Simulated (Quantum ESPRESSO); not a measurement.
**Band energies of RbCl at +2 % isotropic strain**

```
CELL_PARAMETERS angstrom
      3.96380     0.00000     0.00000
      0.00000     3.96380     0.00000
      0.00000     0.00000     3.96380
ATOMIC_POSITIONS crystal
  Cl 0.50000 0.50000 0.50000
  Rb 0.00000 0.00000 0.00000
```

norm-conserving PBEsol (Quantum ESPRESSO, 58 Ry, scalar-relativistic); path ΓXMΓRX,MR; energies in eV from the valence-band maximum.

| k (1/Å) | point | band 4 | band 5 | band 6 | band 7 | band 8 | band 9 | band 10 | band 11 |
|---|---|---|---|---|---|---|---|---|---|
| 0.00 | Γ | -8.46 | -8.46 | -0.10 | -0.10 | -0.10 | 4.68 | 6.12 | 6.12 |
| 0.45 |  | -8.42 | -8.42 | -1.05 | -0.16 | -0.16 | 6.29 | 6.75 | 7.55 |
| 0.79 | X | -8.39 | -8.39 | -1.51 | -0.20 | -0.20 | 7.46 | 7.89 | 8.03 |
| 1.02 |  | -8.49 | -8.39 | -1.39 | -0.34 | -0.16 | 7.31 | 7.84 | 8.12 |
| 1.47 |  | -8.87 | -8.35 | -0.87 | -0.81 | -0.01 | 6.11 | 6.82 | 8.80 |
| 1.59 | M | -8.89 | -8.35 | -0.84 | -0.84 | 0.00 | 6.04 | 6.77 | 8.74 |
| 1.99 |  | -8.65 | -8.38 | -0.96 | -0.67 | -0.09 | 6.58 | 7.24 | 9.17 |
| 2.40 |  | -8.46 | -8.44 | -0.50 | -0.27 | -0.12 | 5.49 | 6.52 | 6.79 |
| 2.71 | Γ | -8.46 | -8.46 | -0.10 | -0.10 | -0.10 | 4.68 | 6.12 | 6.12 |
| 2.90 |  | -8.48 | -8.44 | -0.27 | -0.15 | -0.15 | 5.05 | 6.35 | 6.35 |
| 3.29 |  | -8.60 | -8.50 | -0.68 | -0.51 | -0.51 | 6.94 | 7.81 | 7.81 |
| 3.78 |  | -8.75 | -8.75 | -1.07 | -1.07 | -0.96 | 8.26 | 8.95 | 8.95 |
| 4.08 | R | -8.77 | -8.77 | -1.20 | -1.20 | -1.20 | 9.40 | 9.40 | 9.40 |
| 4.18 |  | -8.77 | -8.76 | -1.19 | -1.18 | -1.16 | 9.11 | 9.18 | 9.33 |
| 4.69 |  | -8.60 | -8.56 | -1.11 | -0.67 | -0.39 | 7.57 | 7.90 | 8.10 |
| 5.10 |  | -8.41 | -8.40 | -1.49 | -0.22 | -0.20 | 7.49 | 7.87 | 8.01 |
| 5.20 | X | -8.39 | -8.39 | -1.51 | -0.20 | -0.20 | 7.46 | 7.89 | 8.03 |
| 5.20 | M | -8.89 | -8.35 | -0.84 | -0.84 | 0.00 | 6.04 | 6.77 | 8.74 |
| 5.50 |  | -8.85 | -8.48 | -0.95 | -0.95 | -0.43 | 6.81 | 7.61 | 8.75 |
| 5.99 | R | -8.77 | -8.77 | -1.20 | -1.20 | -1.20 | 9.40 | 9.40 | 9.40 |

The PBEsol gap is indirect, 4.68 eV, from M to Γ; the smallest direct gap is 4.78 eV.

Geometry strained from the cell relaxed with PBEsol, atoms relaxed again.

This is not the ordinary phase of the substance.
